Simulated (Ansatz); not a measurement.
Relaxing a structure of TiAl3

The start is a generated cell, TiAl3 placed in the AFLOW prototype AB3_hP8_182_c_g (as in Fe3C). The cell and all atomic positions are relaxed at zero pressure with r2SCAN (plane waves to 500 eV, PAW, scalar-relativistic; Ansatz, an electronic-structure program). The first steps use a 10×10×10 k-mesh.

Starting cell:
```yaml
crystal:
  lattice:
    - [5.47513, 0.00000, 0.00000]
    - [-2.73757, 4.74160, 0.00000]
    - [0.00000, 0.00000, 4.74676]
  atoms:
    - { symbol: Al, position: [0.32491, 0.00000, 0.00000] }
    - { symbol: Al, position: [0.32491, 0.32491, 0.50000] }
    - { symbol: Al, position: [0.00000, 0.32491, 0.00000] }
    - { symbol: Al, position: [0.67509, 0.00000, 0.50000] }
    - { symbol: Al, position: [0.67509, 0.67509, 0.00000] }
    - { symbol: Al, position: [0.00000, 0.67509, 0.50000] }
    - { symbol: Ti, position: [0.33333, 0.66667, 0.25000] }
    - { symbol: Ti, position: [0.66667, 0.33333, 0.75000] }
```

Question: How large is the pressure on the unrelaxed cell, and of which sign?

Answer: +39.0 GPa (positive: the cell is compressed).

Question: Which atoms feel the largest initial force, and how large is it?

Answer: 4.01 eV/Å, on Al1, Al2, Al3, Al4, Al5, Al6 (atoms numbered as listed).

Question: How do the shortest distances between atoms change?

Answer: The closest pairs of elements (up to four, under 3.6 Å), start → end: Al–Ti 2.20 → 2.67 Å; Al–Al 2.97 → 2.76 Å; Ti–Ti 3.95 → 2.85 Å.

Question: What band gap does the relaxed structure have at this level?

Answer: No gap (metallic).

Question: What does it relax into? Give the structure.

Answer: 
Space group P6₃22 (No. 182); a = b = 7.510 Å, c = 2.854 Å, α = β = 90.00°, γ = 120.00°

```json
[
 {"atom": "Al", "site": "6g", "symmetry": ".2.", "x": "0.0000", "y": "0.3150", "z": "0.0000"},
 {"atom": "Ti", "site": "2c", "symmetry": "3.2", "x": "0.3333", "y": "0.6667", "z": "0.2500"}
]
```

The space group stays P6₃22 (No. 182) (the run could not lower it), with 8 atoms in the primitive cell. Final values are on a 7×7×16 k-mesh of the relaxed cell. No spin polarisation in the result. A magnetic state may lie lower.

The run could not lose the symmetry of its start, so the end can be a saddle point.

The relaxed structure here is a generated cell of TiAl3: the first start was made by placing the elements on the sites of a structure type, and the end was not matched to a known phase here, so it may be hypothetical. Known forms of TiAl3 include space group No. 139.
